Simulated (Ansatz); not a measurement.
**From the elastic tensor of Ba₃Bi₂ to moduli and sound speeds**

Theory: DFT PBE, scalar-relativistic, plane waves, PAW in Ansatz 0.2.0. Cutoff 420 eV, 6×6×6 k-points (Γ-centred), fixed occupations. No spin polarisation.

Space group P-3m1 (No. 164), trigonal, a = 6.016 Å, c = 7.559 Å. Ba on a site of symmetry 3m has 4 Bi at 3.55–3.65 Å, 1 Bi at 3.91 Å, 3 Ba at 4.17 Å and 3 Ba at 4.54 Å; around Ba on a site of symmetry -3m lie 6 Bi at 3.82 Å and 6 Ba at 4.17 Å; Bi has 8 Ba at 3.55–3.91 Å.

The cell was found from a structure generator's guess, not taken from experiment. Spin–orbit coupling is left out, which matters for heavy elements.

Relaxed-ion constants (GPa, on the Cartesian axes of the calculation):
```
39.6 20.2 16.1 -3.4  0.0  0.0
20.2 39.6 16.1  3.4  0.0  0.0
16.1 16.1 27.5  0.0  0.0  0.0
-3.4  3.4  0.0 13.6  0.0  0.0
 0.0  0.0  0.0  0.0 13.6 -3.4
 0.0  0.0  0.0  0.0 -3.4  9.7
```

Density 5.817 g/cm³; 5 atoms in 236.90 Å³.

With S = C⁻¹: B_V = (C11+C22+C33+2(C12+C13+C23))/9, G_V = (C11+C22+C33−C12−C13−C23+3(C44+C55+C66))/15, 1/B_R = S11+S22+S33+2(S12+S13+S23), 15/G_R = 4(S11+S22+S33−S12−S13−S23)+3(S44+S55+S66); Hill is their mean. Then v_l = √((B+4G/3)/ρ), v_t = √(G/ρ), v_m = [(2/v_t³+1/v_l³)/3]^(−1/3) and Θ = (ħ/k_B)·v_m·(6π²n/V)^(1/3) for n atoms in the volume V; E = 9BG/(3B+G), ν = (3B−2G)/(2(3B+G)) and A^U = 5G_V/G_R + B_V/B_R − 6.

```json
{"Bulk modulus, Voigt / Reuss / Hill": "23.5 / 22.3 / 22.9 GPa", "Shear modulus, Voigt / Reuss / Hill": "11.0 / 9.8 / 10.4 GPa", "Young's modulus": "27 GPa", "Poisson ratio": "0.303", "Pugh ratio B/G": "2.21 (over 1.75, the rule of thumb for ductile)", "Universal anisotropy index": "0.68", "Longitudinal and transverse sound speeds": "2514 and 1336 m/s", "Debye temperature from the mean sound speed": "123 K"}
```
